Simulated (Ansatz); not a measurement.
## ReO3-type OsCl3

Level of theory: DFT, PBE+U (U_eff = 2 eV on Os 5d), scalar-relativistic, collinear spin; plane waves to 420 eV with PAW datasets (Ansatz 0.2.0), 6×6×6 k-mesh, Gaussian smearing of 0.05 eV. The datasets are Ansatz's generated set soft_2.

```xyz
4
Lattice="4.8190 0.0000 0.0000 0.0000 4.8190 0.0000 0.0000 0.0000 4.8190" Properties=species:S:1:pos:R:3 pbc="T T T"
Os    0.0000    0.0000    0.0000
Cl    2.4095    0.0000    0.0000
Cl    0.0000    0.0000    2.4095
Cl    0.0000    2.4095    0.0000
```

The start was a prototype's sites filled with these elements, not a measured cell. The ideal cubic cell shuts out tilts of the octahedra, which such structures often take.

The geometry is fixed. Moments are started on Os in several ways. q is the propagation vector of an order in a doubled cell, in units of this cell's reciprocal vectors; doubled cells take an equivalent mesh or are counted from a ferromagnetic run in the same cell, unless said otherwise. Energies count from the first row, the state in which the cell was relaxed.

The starts:
- ferromagnetic
- no spin polarisation
- antiparallel, q = (0, 0, 1/2)
- small parallel moments

Task: Which start ends lowest, and how far above it lies the solution without spin polarisation?

Result: Lowest: small parallel moments, though «ferromagnetic» lies within 1.1 meV/atom, too near to part. Without spin polarisation the energy is 79 meV/atom higher.

| start | largest typed moment (μB) | ΔE (meV/atom) | gap on the mesh (eV) | P (GPa) | final spin moments (μB) |
| --- | --- | --- | --- | --- | --- |
| ferromagnetic | 1.87* | 0.0 | metal | 0.0 | Os 1.69; Cl 0.12, 0.13 |
| no spin polarisation | 0.00 | 78.4 | metal | -2.2 | none |
| antiparallel, q = (0, 0, 1/2) | 1.00* | 2.7 | metal | 0.1 | Os 1.44, -1.44; Cl 0.11, -0.11 |
| small parallel moments | 0.50* | -1.1 | metal | 0.1 | Os 1.70; Cl 0.12, 0.11 |

A star marks runs that didn't start from the typed moments alone: they went on from the state of an earlier run.

The small parallel start ended with the moments of the first row but 1.1 meV/atom lower, so it is another state of the same ferromagnet.

One antiparallel order alone stands against the parallel one, so the ranking is far from complete.

Without spin polarisation the pressure is 2.3 GPa lower than in the lowest state, so the magnetic solution wants the larger cell.

Only orders that fit these small cells were tried, so the real crystal's order may be another.

Open d and f shells can converge to several self-consistent states; each row is the one that its run reached. These numbers lack spin–orbit coupling. The order of the orbitals lowers the symmetry: the run keeps 8 of the 48 point operations that the cell and its moments have. Site moments are of spin, integrated over atomic spheres.
